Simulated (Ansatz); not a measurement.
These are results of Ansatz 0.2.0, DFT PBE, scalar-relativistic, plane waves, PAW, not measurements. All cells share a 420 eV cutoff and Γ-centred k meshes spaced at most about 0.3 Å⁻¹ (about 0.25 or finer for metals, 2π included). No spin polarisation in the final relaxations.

These are static total energies at zero pressure.

Two forms of Zr₂SiC₂ were relaxed alike.

1.

```
CELL_PARAMETERS angstrom
-1.55073 2.73325 3.62822
1.55073 -2.73325 3.62822
1.55073 2.73325 -3.62822
ATOMIC_POSITIONS crystal
Zr 0.30496 0.80496 0.50000
Zr 0.69504 0.19504 0.50000
Si 0.00000 0.00000 0.00000
C 0.74512 0.50000 0.24512
C 0.25488 0.50000 0.75488
```

2.

```
CELL_PARAMETERS angstrom
3.79006 0.00000 0.00000
-1.89503 3.28229 0.00000
0.00000 0.00000 6.67552
ATOMIC_POSITIONS crystal
Zr 0.33333 0.66667 0.25139
Zr 0.66667 0.33333 0.74861
Si 0.00000 0.00000 0.50000
C 0.00000 0.00000 0.79712
C 0.00000 0.00000 0.20288
```

Question: Which form is favoured at zero pressure, and by what margin per atom?

Answer: Cell 1 is lower, by 0.33 eV/atom. Cell 1 has space group Immm (No. 71), 12.3 Å³/atom and no gap on its mesh; cell 2 has space group P-3m1 (No. 164), 16.6 Å³/atom and no gap. Counting C atoms around Si and Zr (those within 1.25 times the shortest such distance or 1.15 times the sum of covalent radii), cell 1 has Zr 6, Si 4 and cell 2 has Zr 3, Si 2. The denser one is the lower, and pressure would at first widen the difference. In cell 1, Zr has 6 C at 2.49–2.62 Å, 2 Si at 2.70 Å, 1 Zr at 2.83 Å, 2 Si at 3.08 Å and 6 Zr at 3.10–3.24 Å; Si has 4 C at 2.08 Å, 4 Zr at 2.70 Å and 4 Zr at 3.08 Å; C has 2 Si at 2.08 Å and 6 Zr at 2.49–2.62 Å. In cell 2, around Zr lie 3 C at 2.21 Å and 3 Si at 2.75 Å; Si is surrounded by 2 C at 1.98 Å and 6 Zr at 2.75 Å; C is surrounded by 1 Si at 1.98 Å and 3 Zr at 2.21 Å. Both come from invented guesses. A third cell relaxed alike, in P1, lies 129 meV/atom below the lower of the two; the P-3m1 cell fell into it when its atoms were moved at random.

Cells relaxed within their symmetry can be saddle points.
